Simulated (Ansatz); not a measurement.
Competing spin states in KVF₃

```yaml
crystal:
  lattice:
    - [8.26200, 0.00000, 0.00000]
    - [0.00000, 4.13100, 0.00000]
    - [0.00000, 0.00000, 4.13100]
  atoms:
    - { symbol: K, position: [0.00000, 0.00000, 0.00000] }
    - { symbol: V, position: [0.25000, 0.50000, 0.50000] }
    - { symbol: F, position: [0.25000, 0.50000, 0.00000] }
    - { symbol: F, position: [0.00000, 0.50000, 0.50000] }
    - { symbol: F, position: [0.25000, 0.00000, 0.50000] }
    - { symbol: K, position: [0.50000, 0.00000, 0.00000] }
    - { symbol: V, position: [0.75000, 0.50000, 0.50000] }
    - { symbol: F, position: [0.75000, 0.50000, 0.00000] }
    - { symbol: F, position: [0.50000, 0.50000, 0.50000] }
    - { symbol: F, position: [0.75000, 0.00000, 0.50000] }
```

Method: r2SCAN with U_eff = 1.0 eV on V d (all-electron-ortho-atomic projectors) in Ansatz 0.2.0, PAW datasets, plane waves to 500 eV, 4×7×7 Γ-centred mesh, fermi-dirac occupations of width 0.050 eV. The atoms are fixed and numbered as listed; spin is collinear, without spin-orbit coupling.

The cycle has several fixed points for this cell. Moments (μB):

| state | V2 | V7 | other atoms together | size of the net moment a cell |
| --- | --- | --- | --- | --- |
| A | 2.26 | 2.26 | 0.19 | 6.00 |
| B | 0.00 | 0.00 | 0.00 | 0.00 |
| C | 2.26 | -2.26 | 0.00 | 0.00 |

Site moments are taken in small spheres that don't touch (radius about 0.4 of the atom's shortest bond), so those of the magnetic atoms read low, and they needn't add up to the net moment. State B was run without spin polarisation.

Q: Rank the states by energy at zero smearing.

A: State C (antiparallel, compensated) is lowest; A (parallel moments) lies 2.5 meV above it, B (without moments) lies 636 meV above it, all counted an atom of the cell.

Q: Which states have a gap on the mesh, and what pressure does each exert on this cell?

A: A: gap 2.12 eV, 0.5 GPa; B: no gap, -3.9 GPa; C: gap 2.36 eV, 0.3 GPa (positive in compression). Moments take up room: without them the pressure is lower, so that state wants a smaller cell.

Q: What do states A and C say about the exchange?

A: Between A and C the moments keep their size (2.26 against 2.26 μB in the mean), so the difference mostly measures the exchange between the flipped sites: the antiparallel order gains 12 meV for each V atom. The nearest flipped pair stands 4.13 Å apart. Flipped pairs are linked through F; the widest V–F–V angle among the nearer links is 180°, at 4.13 Å between the metal atoms. A nearly straight link favours antiparallel spins by superexchange as a rule of thumb, which fits.

Q: How much does the cell gain by forming moments?

A: 636 meV an atom of the cell, or 3180 meV for each V atom, against state B, which has none. A run without spin would miss this and give wrong energies and forces. That state isn't the paramagnet, which keeps its moments, so this is no ordering energy, and a U raises it further by its penalty on part-filled orbitals.

The cell is that of a Crystallography Open Database entry, unchanged but doubled along one cell vector so that moments can oppose.

Caveats: only orders that fit this cell and collinear spins were tried, so the true order may need a larger cell or canted moments; atoms and cell are not relaxed, and each state would relax in its own way; the U is a value in common use, not computed for this crystal; the k mesh is coarse, so differences of a few meV are uncertain where a state is a metal; one start a pattern, so a lower state of the same pattern may exist.
